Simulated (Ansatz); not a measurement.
LaI:
```cif
data_I2La2
_chemical_formula_sum 'I2 La2'
_space_group_name_H-M_alt 'P 1'
_space_group_IT_number 1
_cell_length_a 3.97472
_cell_length_b 3.97472
_cell_length_c 9.79805
_cell_angle_alpha 90.000
_cell_angle_beta 90.000
_cell_angle_gamma 120.000
loop_
_space_group_symop_operation_xyz
  'x, y, z'
loop_
_atom_site_label
_atom_site_type_symbol
_atom_site_fract_x
_atom_site_fract_y
_atom_site_fract_z
_atom_site_occupancy
I1 I 0.33333 0.66667 0.25000 1
I2 I 0.66667 0.33333 0.75000 1
La1 La 0.00000 0.00000 0.00000 1
La2 La 0.00000 0.00000 0.50000 1
```

Relaxed with r²SCAN.

Tabulate the valence density and the electron localisation function along the shortest I–La contact (3.36 Å), r²SCAN (plane waves, PAW; program Ansatz).



```
distance from I (Å)  density (e/Å³)   ELF
-------------------  --------------  ----
0.34                          13.02  0.17
0.50                           6.87  0.32
0.67                           2.36  0.51
0.84                           1.03  0.61
1.01                           0.69  0.67
1.17                           0.45  0.72
1.34                           0.29  0.69
1.51                           0.20  0.45
1.68                           0.15  0.15
1.85                           0.14  0.07
2.01                           0.21  0.15
2.18                           0.39  0.47
2.35                           0.75  0.75
2.52                           1.24  0.83
2.69                           1.60  0.79
2.85                           1.63  0.58
3.02                           1.45  0.17
```

The density is the valence pseudo-density with augmentation charge, so density and ELF within about 1 Å of a nucleus are not all-electron values.

Space group P6_3/mmc (NiAs type). The workflow started from an entry of the Crystallography Open Database (COD). Whether it is the stable phase at ambient conditions was not checked. The r²SCAN relaxation kept the symmetry of its start; its stability against distortions is not shown here. Spin–orbit coupling is left out wherever it is not named.

Potentials: the later of the program's two PAW sets.
